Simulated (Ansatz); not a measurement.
TaOs3, first-principles data

TaOs3:
```xyz
4
Lattice="3.9060 0.0000 0.0000 0.0000 3.9060 0.0000 0.0000 0.0000 3.9060" Properties=species:S:1:pos:R:3 pbc="T T T"
Ta     0.0000     0.0000     0.0000
Os     0.0000     1.9530     1.9530
Os     1.9530     0.0000     1.9530
Os     1.9530     1.9530     0.0000
```

Space group Pm-3m (No. 221), Cu3Au type; conventional cell a = b = c = 3.906 Å, α = β = γ = 90.00°.

Method: plane-wave PAW r²SCAN (Ansatz code). Structure relaxed to zero pressure with the same functional. Other levels are named where they apply.

Cell and energy:

```
Item                                                           Value
-----------------------------------------------------  -------------
Volume per atom                                             14.90 Å³
Density                                                  20.94 g/cm³
Formation energy from the elements (no fitted shifts)  -0.15 eV/atom
```

Electronic structure:

```
Item                                                                        Result
------------------------------------  --------------------------------------------
Electronic character                                             metallic (no gap)
Density of states at the Fermi level  0.98 states/eV per atom (mean over ±0.08 eV)
```

The first step of the workflow began from a Materials Project structure, measured or hypothetical; the Crystallography Open Database copy checked does not list it. With Ta and Os taken as one species the cell has the higher symmetry Fm-3m, so it may be an ordered model of a mixed-site phase. Whether it is the stable phase at ambient conditions was not checked. Symmetry was held in the r²SCAN relaxation; whether a distortion lowers the energy is not shown. No spin polarisation was allowed. The references are the lowest solids computed at this level, not always the standard phases. Scalar-relativistic: spin–orbit coupling is off unless named, which matters more the heavier the elements.

Potentials: the later of the program's two PAW sets.
